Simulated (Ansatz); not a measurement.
This is a relaxation of cell and atoms with Ansatz on an ordered 4-atom cell of Si3Sn on the diamond lattice (P-4m2); the level of theory is r2SCAN. The starting cell comes from a relaxation with PBE.

input.yaml:
```yaml
crystal:
  lattice:
    - [4.0649598021, 0.0, 0.0]
    - [0.0, 4.0649598021, 0.0]
    - [0.0, 0.0, 5.7835424937]
  atoms:
    - { symbol: Si, position: [0.5, 0.0, 0.7754124098] }
    - { symbol: Si, position: [0.5, 0.5, 0.0] }
    - { symbol: Si, position: [0.0, 0.5, 0.2245875902] }
    - { symbol: Sn, position: [0.0, 0.0, 0.5] }
kpoints:
  mp_grid: { grid: [6, 6, 4] }
hamiltonian:
  xc: r2scan
scf:
  occupations: { method: fermi_dirac, width: 0.02 }
relax:
  f_tol: 0.005
  cell: {}
output:
  write_density: true
  write_potential: true
  elf: true
  volumetric_format: npy
```

Run as `ansatz run input.yaml --threads 2 --pin off --max-ram 2211MiB --backend cpu --events-out ev --progress --plain --runs-dir out`.

Abridged output:
```
Functional definition: r2SCAN
Crystal: 4 atoms, lattice volume = 95.567 Å³
Basis set: ecut = 500 eV, 2461 PW (Γ)
Bands: 17, of which v1, the nominal top of the filled ones, is band 13 counted from 1 (12 counted from 0)
Symmetry: 8 space group operations
Space group: P-4m2 (ITA 115)
k-points: 30 of 144 (time reversal used)
relax step 1: F+E_penalty+E_count = -7955.31199663 eV  max|allowed force component| = 8.965e-2 eV/Å  Δτ_max = 0.0000 Å  P = -1.492 GPa  Ω = 95.567 Å³
relax step 2: F+E_penalty+E_count = -7955.31829502 eV  max|allowed force component| = 1.929e-1 eV/Å  Δτ_max = 0.0173 Å  P = +0.444 GPa  Ω = 93.261 Å³
relax step 3: F+E_penalty+E_count = -7955.32118833 eV  max|allowed force component| = 3.679e-2 eV/Å  Δτ_max = 0.0152 Å  P = +0.065 GPa  Ω = 93.621 Å³
relax step 4: F+E_penalty+E_count = -7955.32129747 eV  max|allowed force component| = 1.782e-4 eV/Å  Δτ_max = 0.0026 Å  P = -0.004 GPa  Ω = 93.717 Å³
relax step 5: F+E_penalty+E_count = -7955.32121460 eV  max|allowed force component| = 1.465e-4 eV/Å  Δτ_max = 0.0000 Å  P = -0.004 GPa  Ω = 93.717 Å³  (SCF on a basis re-selected at this cell)
Free energy (F): -7955.321215 eV
Fermi energy:    7.166226 eV
--- Stress (GPa, compression-positive) ---
       -0.003747       0.000000       0.000000
        0.000000      -0.003747       0.000000
        0.000000       0.000000      -0.003764
  P = ⅓ Tr σ = -0.0038 GPa (-0.038 kbar)
--- Relaxed structure (4 steps of the walk, 4 accepted, 1 SCFs on fresh bases) ---
  F+E_penalty+E_count = -7955.32121460 eV   max|allowed force component| = 1.465e-4 eV/Å
  cell:  # Å, volume = 93.7171 Å³
    - [4.037639, 0.000000, 0.000000]
    - [0.000000, 4.037639, 0.000000]
    - [0.000000, 0.000000, 5.748621]
  atoms:
    - { symbol: Si, position: [0.500000, 0.000000, 0.774601] }
    - { symbol: Si, position: [0.500000, 0.500000, 0.000000] }
    - { symbol: Si, position: [0.000000, 0.500000, 0.225399] }
    - { symbol: Sn, position: [0.000000, 0.000000, 0.500000] }
```

Planar averages along the third cell vector, from rho_z.tsv and v_z.tsv (valence density with its augmentation; electrostatic potential energy of an electron, of which only differences have a meaning):
```csv
z (Å),ρ (e/Å³),v_es (eV)
0.00,0.173,1.30
0.38,0.193,2.42
0.77,0.201,3.03
1.15,0.172,1.62
1.53,0.168,2.15
1.92,0.200,4.11
2.30,0.331,4.59
2.68,0.729,6.44
2.94,0.820,6.86
3.32,0.442,5.07
3.70,0.222,4.34
4.09,0.176,2.85
4.47,0.166,1.49
4.85,0.193,2.56
5.24,0.201,2.95
5.62,0.176,1.45
```

In 4 steps the volume changed by -1.9 %; between the first SCF and the last, each on a basis chosen for its cell, the energy fell by 2.3 meV an atom. At the end: the symmetry is P-4m2 (No. 115, tetragonal); conventional cell a = 4.038 Å, c = 5.749 Å, 23.43 Å³ an atom. Around Si lie 2 Si at 2.40 Å and 2 Sn at 2.56 Å; around Si lie 4 Si at 2.40 Å; around Sn lie 4 Si at 2.56 Å.

Note: simulated data, non-magnetic, for a generated structure that need not be the stable one.
